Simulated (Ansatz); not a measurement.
The guess for AlInAsP3 was made by a generator: random cell by space group and Wyckoff sites (P4/mmm, No. 123). Its size is a rough estimate.

```
CELL_PARAMETERS angstrom
4.55064 0.00000 0.00000
0.00000 4.55064 0.00000
0.00000 0.00000 7.16247
ATOMIC_POSITIONS crystal
Al 0.50000 0.50000 0.00000
In 0.00000 0.00000 0.00000
P 0.00000 0.00000 0.73080
P 0.00000 0.00000 0.26920
P 0.00000 0.00000 0.50000
As 0.50000 0.50000 0.50000
```

These are results of DFT PBE, scalar-relativistic, plane waves, PAW (Ansatz 0.2.0), not measurements. Cutoff 420 eV, Gaussian smearing, Γ-centred meshes. Cell and atoms relax first on a coarse mesh and then on a finer one. In between, the cell is made exact in the group found at 0.06 Å. In metals the finer mesh still leaves noise of several meV/atom or more. The steps can't lower the symmetry of their start. No spin polarisation.

A guess keeps its type if space group and coordination stay and the shape of the cell changes little (axis ratios within about 15 %, angles within 6°); the volume may change.

Problem. Will the relaxed cell still be of the starting type?

Solution. It doesn't keep its type. The symmetry stays P4/mmm (No. 123). The volume per atom shrinks by 5.0 %, from 24.7 to 23.5 Å³. The shortest distance goes from 1.65 Å (P–P) to 2.17 Å (P–P). The ratio c/a of the conventional cell changes by a factor of 1.60. Counting neighbours within 15 % of an atom's shortest distance, the start has Al 6, As 14, In 2, P 1/2 and the end Al 4, As 4, In 6, P 1/2. In detail, at the end Al has 4 In at 2.71 Å; In is surrounded by 2 P at 2.64 Å and 4 Al at 2.71 Å; P on a site of symmetry 4mm has 1 P at 2.17 Å and 1 In at 2.64 Å; As is surrounded by 4 P at 2.71 Å; 1 more site not described.

```cif
data_structure
_symmetry_space_group_name_H-M 'P4/mmm'
_symmetry_Int_Tables_number 123
_cell_length_a 3.8278
_cell_length_b 3.8278
_cell_length_c 9.6166
_cell_angle_alpha 90.000
_cell_angle_beta 90.000
_cell_angle_gamma 90.000
_cell_volume 140.90
loop_
_atom_site_label
_atom_site_type_symbol
_atom_site_symmetry_multiplicity
_atom_site_Wyckoff_symbol
_atom_site_fract_x
_atom_site_fract_y
_atom_site_fract_z
_atom_site_occupancy
Al1 Al 1 c 0.50000 0.50000 0.00000 1
In1 In 1 a 0.00000 0.00000 0.00000 1
P1 P 2 g 0.00000 0.00000 0.72523 1
P2 P 1 b 0.00000 0.00000 0.50000 1
As1 As 1 d 0.50000 0.50000 0.50000 1
```

The last run used a 10×10×4 mesh (in the run's order of axes) for its 6-atom cell and Gaussian smearing of 0.10 eV. A structure relaxed within its symmetry needn't be a true minimum. Another cell of AlInAsP3 relaxed alike, in P4mm, lies 0.63 eV/atom lower, so this cell isn't the stable form at this level.

In counts of neighbours, a slash parts the counts of unlike sites.
